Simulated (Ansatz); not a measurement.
Al:
```xyz
2
Lattice="2.8286 0.0000 0.0000 -1.4143 2.4497 0.0000 0.0000 0.0000 4.5992" Properties=species:S:1:pos:R:3 pbc="T T T"
Al     1.4143     0.8166     3.4494
Al     0.0000     1.6331     1.1498
```

Relaxed with LDA. Special points in fractions of this cell's reciprocal vectors: Γ (0.000, 0.000, 0.000); M (0.500, 0.000, 0.000); K (0.333, 0.333, 0.000); A (0.000, 0.000, 0.500); L (0.500, 0.000, 0.500); H (0.333, 0.333, 0.500).

Q: List the band energies nearest the Fermi level at these points for LDA (plane waves, PAW; program Ansatz).

A: In eV from the Fermi level; about four levels below and three above (degenerate sets whole), none deeper than 8.9 eV; … stands for higher levels left out; points with the same levels are listed once.

| k | below | above |
|---|---|---|
| Γ | -4.67 -4.41 | 10.63 10.63 10.99 10.99 |
| M | -5.45 -5.25 | 0.59 1.19 1.48 |
| K | -3.51 -3.51 -3.23 | 2.45 2.45 2.59 |
| A | – | 3.55 3.55 … |
| L | -4.02 -4.02 -3.30 -3.30 | 7.10 7.10 … |
| H | -1.62 -1.62 -1.05 -1.05 | … |

Space group P6_3/mmc (hcp (Mg type)). The first step of the workflow began from a Materials Project structure, measured or hypothetical; the Crystallography Open Database copy checked does not list it. It is not the phase usual at ambient conditions (space group No. 225). The LDA relaxation kept the symmetry of its start; its stability against distortions is not shown here.

Potentials: the later of the program's two PAW sets.
